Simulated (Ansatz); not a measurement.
In$_{2}$O$_{3}$:
```cif
data_In4O6
_chemical_formula_sum 'In4 O6'
_space_group_name_H-M_alt 'P 1'
_space_group_IT_number 1
_cell_length_a 6.09833
_cell_length_b 6.09833
_cell_length_c 5.97367
_cell_angle_alpha 68.899
_cell_angle_beta 111.101
_cell_angle_gamma 114.407
loop_
_space_group_symop_operation_xyz
  'x, y, z'
loop_
_atom_site_label
_atom_site_type_symbol
_atom_site_fract_x
_atom_site_fract_y
_atom_site_fract_z
_atom_site_occupancy
In1 In 0.73600 0.05963 0.40577 1
In2 In 0.94037 0.26400 0.90577 1
In3 In 0.05963 0.73600 0.09423 1
In4 In 0.26400 0.94037 0.59423 1
O1 O 0.62099 0.19678 0.61904 1
O2 O 0.80322 0.37901 0.11904 1
O3 O 0.96116 0.96116 0.25000 1
O4 O 0.03884 0.03884 0.75000 1
O5 O 0.19678 0.62099 0.88096 1
O6 O 0.37901 0.80322 0.38096 1
```

Relaxed with PBE.

Q: Which orbitals make up the states near the band edges in DFT-PBE in the program Ansatz with PAW potentials?

A: Top 1 eV of the valence band: O 2p 94 %. Bottom 1 eV of the conduction band: In 5s 46 %, O 2p 26 %, O 2s 16 %, In 5p 11 %. Projections are on Löwdin-orthogonalised atomic valence shells; empty p or d shells of many metals are not among them.

Q: Tabulate the density of states.

A: States/eV per cell of 10 atoms, in 0.25 eV bins, energy from the valence-band maximum.

| E (eV) | total | O 2p | In 5s | In 5p |
|---|---|---|---|---|
| -7.85 | 0.00 | 0.00 | 0.00 | 0.00 |
| -7.60 | 0.00 | 0.00 | 0.00 | 0.00 |
| -7.35 | 0.00 | 0.00 | 0.00 | 0.00 |
| -7.10 | 0.00 | 0.00 | 0.00 | 0.00 |
| -6.85 | 0.00 | 0.00 | 0.00 | 0.00 |
| -6.60 | 0.00 | 0.00 | 0.00 | 0.00 |
| -6.35 | 0.00 | 0.00 | 0.00 | 0.00 |
| -6.10 | 0.00 | 0.00 | 0.00 | 0.00 |
| -5.85 | 0.00 | 0.00 | 0.00 | 0.00 |
| -5.60 | 0.00 | 0.00 | 0.00 | 0.00 |
| -5.35 | 0.44 | 0.26 | 0.16 | 0.01 |
| -5.10 | 3.29 | 1.97 | 1.12 | 0.09 |
| -4.85 | 5.66 | 3.40 | 1.82 | 0.18 |
| -4.60 | 4.77 | 2.90 | 1.45 | 0.17 |
| -4.35 | 2.26 | 1.37 | 0.65 | 0.10 |
| -4.10 | 3.77 | 2.35 | 0.97 | 0.22 |
| -3.85 | 3.81 | 2.41 | 0.86 | 0.29 |
| -3.60 | 3.70 | 2.39 | 0.70 | 0.33 |
| -3.35 | 4.33 | 3.01 | 0.42 | 0.65 |
| -3.10 | 5.51 | 4.04 | 0.24 | 0.98 |
| -2.85 | 6.43 | 4.76 | 0.30 | 1.05 |
| -2.60 | 3.97 | 3.01 | 0.15 | 0.64 |
| -2.35 | 5.33 | 4.14 | 0.18 | 0.81 |
| -2.10 | 7.54 | 6.01 | 0.18 | 1.06 |
| -1.85 | 6.15 | 5.09 | 0.09 | 0.74 |
| -1.60 | 10.80 | 9.18 | 0.12 | 1.10 |
| -1.35 | 8.95 | 7.88 | 0.08 | 0.70 |
| -1.10 | 9.22 | 8.22 | 0.07 | 0.59 |
| -0.85 | 9.54 | 8.61 | 0.08 | 0.46 |
| -0.60 | 11.12 | 10.37 | 0.04 | 0.32 |
| -0.35 | 14.59 | 13.78 | 0.02 | 0.29 |
| -0.10 | 12.80 | 12.26 | 0.02 | 0.12 |
| 0.15 | 0.00 | 0.00 | 0.00 | 0.00 |
| 0.40 | 0.00 | 0.00 | 0.00 | 0.00 |
| 0.65 | 0.00 | 0.00 | 0.00 | 0.00 |
| 0.90 | 0.00 | 0.00 | 0.00 | 0.00 |
| 1.15 | 0.00 | 0.00 | 0.00 | 0.00 |
| 1.40 | 0.07 | 0.02 | 0.04 | 0.00 |
| 1.65 | 0.18 | 0.05 | 0.09 | 0.02 |
| 1.90 | 0.28 | 0.08 | 0.13 | 0.03 |
| 2.15 | 0.40 | 0.11 | 0.17 | 0.05 |
| 2.40 | 0.53 | 0.15 | 0.21 | 0.08 |
| 2.65 | 0.72 | 0.21 | 0.27 | 0.12 |
| 2.90 | 1.02 | 0.30 | 0.36 | 0.19 |
| 3.15 | 1.14 | 0.34 | 0.39 | 0.22 |
| 3.40 | 1.23 | 0.37 | 0.42 | 0.25 |
| 3.65 | 1.18 | 0.36 | 0.40 | 0.24 |
| 3.90 | 1.13 | 0.35 | 0.40 | 0.23 |
| 4.15 | 0.93 | 0.28 | 0.33 | 0.20 |
| 4.40 | 1.91 | 0.57 | 0.69 | 0.40 |
| 4.65 | 4.28 | 1.23 | 1.86 | 0.74 |
| 4.90 | 1.84 | 0.53 | 0.78 | 0.34 |
| 5.15 | 2.64 | 0.74 | 1.04 | 0.59 |
| 5.40 | 3.09 | 0.88 | 1.26 | 0.67 |
| 5.65 | 3.79 | 1.08 | 1.50 | 0.89 |
| 5.90 | 2.90 | 0.82 | 1.19 | 0.66 |

Space group C2/c. The start of the workflow was typed in or built on a structure type; neither database checked (COD, Materials Project) lists it. It is not the phase usual at ambient conditions (space group No. 206). The cell was relaxed with PBE under the symmetry of its start; its stability against distortions is not shown here. Spin–orbit coupling is left out wherever it is not named.

Potentials: the earlier of the program's two PAW sets.
